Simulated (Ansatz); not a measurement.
Na2S:
```yaml
crystal:
  lattice:
    - [0.00000, 3.28401, 3.28401]
    - [3.28401, 0.00000, 3.28401]
    - [3.28401, 3.28401, 0.00000]
  atoms:
    - { symbol: Na, position: [0.25000, 0.25000, 0.25000] }
    - { symbol: Na, position: [0.75000, 0.75000, 0.75000] }
    - { symbol: S, position: [0.00000, 0.00000, 0.00000] }
```

Relaxed with PBE.

Question: Map the valence electron density (e/Å³), cut off at 1 on the plane through (0.250, 0.250, 0.250) spanned by u = [1, 0, 0] and v = [-1, 1, 1] in lattice vectors, from plane-wave PAW PBE (Ansatz code).

Answer: x is the fraction of u, y of v (the angle between them is 90°; rows are the nearest grid lines); atoms in the plane: Na at (0.00, 0.00), Na at (0.00, 0.50), S at (0.50, 0.75).
```
|999930000000000000039999|
|999920000111111000029999|
|996210112344443211012699|
|321101123567765321101123|
|000011258999999852110000|
|000011369995599963110000|
|000012369972279963210000|
|000011358998899853110000|
|000001247999999742100000|
|863101123455554321101368|
|999310111233332111013999|
|999930000000000000039999|
|999930000000000000039999|
|999310000000000000013999|
|863100000000000000001368|
|000000000000000000000000|
|000000000000000000000000|
|000000000000000000000000|
|000000000000000000000000|
|000000000000000000000000|
|321000000000000000000123|
|996200000000000000002699|
|999920000000000000029999|
|999930000000000000039999|
```
Scale: ten equal steps from 0.006 (start of '0') to 1.00 (end of '9'), in the order '0123456789'; x runs from 0.000 to 1.00, y from 0.000 (bottom) to 1.00 (top).

The density is the valence pseudo-density with augmentation charge, so density and ELF within about 1 Å of a nucleus are not all-electron values.

Space group Fm-3m (anti-fluorite). Symmetry was held in the PBE relaxation.

Potentials: the later of the program's two PAW sets.
